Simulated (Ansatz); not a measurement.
Level of theory: DFT PBE, scalar-relativistic, plane waves, PAW in Ansatz. Settings: cutoff 420 eV, Γ-centred meshes spaced at most about 0.3 Å⁻¹, and about 0.25 Å⁻¹ or finer for metals (2π included), Gaussian smearing. No spin polarisation in the final relaxations.

These are static total energies at zero pressure. All come from trial cells, and lower structures may exist.

Question: Which of these relaxed structures of HfO3 is the lowest in energy?
A.

```
CELL_PARAMETERS angstrom
-1.59995 1.59995 3.58011
1.59995 -1.59995 3.58011
1.59995 1.59995 -3.58011
ATOMIC_POSITIONS crystal
Hf 0.00000 0.00000 0.00000
O 0.75000 0.25000 0.50000
O 0.25000 0.75000 0.50000
O 0.50000 0.50000 0.00000
```

B.

```
CELL_PARAMETERS angstrom
3.83060 0.00000 0.00000
-1.91530 3.31740 0.00000
0.00000 0.00000 4.05676
ATOMIC_POSITIONS crystal
Hf 0.00000 0.00000 0.00000
O 0.00000 0.00000 0.50000
O 0.33333 0.66667 0.18707
O 0.33333 0.66667 0.81293
```

C.

```
CELL_PARAMETERS angstrom
4.14066 0.00000 0.00000
0.00000 4.14066 0.00000
0.00000 0.00000 4.14066
ATOMIC_POSITIONS crystal
Hf 0.00000 0.00000 0.00000
Hf 0.50000 0.50000 0.50000
O 0.25000 0.00000 0.50000
O 0.75000 0.00000 0.50000
O 0.50000 0.25000 0.00000
O 0.50000 0.75000 0.00000
O 0.00000 0.50000 0.25000
O 0.00000 0.50000 0.75000
```

D.

```
CELL_PARAMETERS angstrom
0.00000 2.65333 2.65333
2.65333 0.00000 2.65333
2.65333 2.65333 0.00000
ATOMIC_POSITIONS crystal
Hf 0.50000 0.50000 0.50000
O 0.00000 0.00000 0.00000
O 0.25000 0.25000 0.25000
O 0.75000 0.75000 0.75000
```

Answer: C. It has space group Pm-3n (No. 223); the next, A, with space group I4/mmm (No. 139), lies 0.49 eV/atom higher. Counting O atoms around Hf (those within 1.25 times the shortest such distance or 1.15 times the sum of covalent radii, 1.27 where that leaves under three), the lowest and the next both have Hf 12.

These runs have no spin–orbit coupling, which can matter for Hf. A magnetic state wasn't ruled out in cells without spin, among them Fm-3m. Cells relaxed within their symmetry can be saddle points. Some types were kept out of the candidates beforehand, so the set may lack a known form.
